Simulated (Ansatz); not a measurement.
SnSe (Pnma), relaxed with PBE+D3(BJ) (Ansatz, a quantum-chemistry and plane-wave program, plane waves, PAW): a = 11.5130 Å, b = 4.1743 Å, c = 4.3718 Å, α = 90.00°, β = 90.00°, γ = 90.00°.

- gap (eV) = 0.43
- ΔH_f (eV/atom) = -0.46
- electron conductivity mass (mₑ) = 0.13

**Question.** The same phase is relaxed and computed with LDA in the same code. What are the cell and these values now?

**Answer.** a = 11.3336 Å, b = 4.1177 Å, c = 4.3130 Å, α = β = γ = 90.00°.

* **gap (eV)**: 0.32
* **ΔH_f (eV/atom)**: -0.43
* **electron conductivity mass (mₑ)**: 0.099

Weakly bound layers, chains or molecules computed without a dispersion correction, so cells and soft constants are ill determined: SnSe, Pnma (Sn on 4c, Se on 4c) with LDA. All cells were relaxed under the symmetry of their starts (and spin orders); stability against distortions was not tested throughout. Spin–orbit coupling is left out wherever it is not named.

Potentials: the later of the program's two PAW sets.

Ansatz is a plane-wave DFT program.

Formation energies count from the lowest solids of the elements computed at the same level, not from gases.
